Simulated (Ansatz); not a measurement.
Theory: Ansatz, DFT PBE, scalar-relativistic, plane waves, PAW. Settings: cutoff 420 eV, Γ-centred meshes spaced at most about 0.3 Å⁻¹ (2π included), Gaussian smearing. No spin polarisation in the final relaxations.

These are static total energies at zero pressure.

Two relaxed structures of Sn3PbS4:

A.

```xyz
8
Lattice="4.1669 0.0000 0.0000 0.0000 4.1669 0.0000 0.0000 0.0000 11.7845" Properties=species:S:1:pos:R:3 pbc="T T T"
Sn    0.0000    0.0000    8.8620
Sn    2.0835    2.0835    0.0000
Sn    0.0000    0.0000    2.9224
Pb    2.0835    2.0835    5.8922
S     0.0000    0.0000    0.0000
S     2.0835    2.0835    2.8949
S     0.0000    0.0000    5.8922
S     2.0835    2.0835    8.8896
```

B.

```xyz
8
Lattice="4.1662 -5.8911 0.0000 4.1662 5.8911 0.0000 0.0000 0.0000 4.1656" Properties=species:S:1:pos:R:3 pbc="T T T"
Sn    2.0831    2.9455    0.0000
Sn    0.0000    0.0000    2.0828
Sn    2.0831   -2.9455    0.0000
Pb    4.1662    0.0000    2.0828
S     6.2958    0.0000    0.0000
S     4.1662   -2.9778    2.0828
S     4.1662    2.9778    2.0828
S     2.0365    0.0000    0.0000
```

Question: Which arrangement of the elements on these sites is preferred, and by what margin?

Answer: They are level within the accuracy (under 1 meV/atom apart). The two share one framework of sites and differ in which element sits where. A has Sn and Pb ordered on rock salt sites, space group P4/mmm (No. 123), 25.6 Å³/atom and a gap of 0.12 eV on its mesh; B has Sn and Pb ordered on rock salt sites, space group Cmmm (No. 65), 25.6 Å³/atom and a gap of 0.08 eV. Counting S atoms around Pb and Sn (those within 1.25 times the shortest such distance or 1.15 times the sum of covalent radii, 1.27 where that leaves under three; the shortest distance is added where it exceeds 1.18 times the sum of covalent radii), A has Sn 6 from 2.9 Å, Pb 6 and B has Sn 6 from 2.9 Å, Pb 6 from 3.0 Å. In A, Sn on a site of symmetry 4mm is surrounded by 6 S at 2.92–2.97 Å; Pb has 6 S at 2.95–3.00 Å; S on a site of symmetry 4/mmm is surrounded by 6 Sn at 2.92–2.95 Å; 3 more sites not described. In B, around Sn on a site of symmetry 2/m lie 6 S at 2.95 Å; Pb is surrounded by 6 S at 2.98 Å; S on a site of symmetry 2mm is surrounded by 4 Sn at 2.91–2.95 Å and 2 Pb at 2.98 Å; 2 more sites not described. Both come from invented guesses.

These runs have no spin–orbit coupling, which can matter for Pb. Kohn–Sham gaps at this level usually fall short of measured ones. The missing spin–orbit coupling can work the other way here. Cells relaxed within their symmetry can be saddle points.
